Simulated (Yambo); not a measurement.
Yambo run on a free-standing CaHI monolayer (symmetry P4/nmm, slab cell 20.2 Å high). The wavefunctions are PBEsol (pw.x of Quantum ESPRESSO, ONCV potentials, without SOC) ones on a 4×4×1 mesh (18 occupied bands); a = 3.963 Å, b = 3.963 Å, c = 20.200 Å, α = 90.00°, β = 90.00°, γ = 90.00°.

Yambo input:

```
rim_cut
gw0
dyson
el_el_corr
HF_and_locXC
ppa
em1d
rim_w
RandQpts= 1000000
RandGvec= 2 Ry
CUTGeo= "slab z"
EXXRLvcs= 72 Ry
VXCRLvcs= 288 Ry
Chimod= "HARTREE"
% BndsRnXp
 1 | 210 |
%
NGsBlkXp= 6 Ry
% LongDrXp
 1.0 | 1.0 | 0.0 |
%
RandGvecW= 668 mRy
PPAPntXp= 27.2114 eV
% GbndRnge
 1 | 210 |
%
GTermKind= "BG"
DysSolver= "n"
ExtendOut
% QPkrange
 1 | 1 | 18 | 19 |
 3 | 3 | 18 | 18 |
%
```

k points by index: 1 = Γ, 3 = X.

Table of the .qp output:

```
#    K-point    Band    Eo [eV]    E [eV]    E-Eo [eV]    Vxc [eV]    Vnlxc [eV]    Sc|Eo [eV]    Sc|E [eV]    dSc/dw|Eo [eV]    Re(Z)    Im(Z)
#
    1    18    -0.140583    -1.391716    -1.251133    -11.43299    -14.20208    1.221196    1.517957    -6.453629    0.808295    -0.001684
    1    19    3.794977    5.291196    1.496219    -11.39977    -5.984499    -3.576012    -3.919050    -6.237818    0.813509    -0.001883
    3    18    0.000000    -1.184189    -1.184189    -11.53813    -14.11993    1.117770    1.397613    -6.429746    0.808869    -0.001686
```
(The two width columns are left out.) Convergence of these settings isn't established.

Geometry relaxed with PBEsol.

This is a model layer cut from the bulk structure; whether it is stable on its own was not checked.
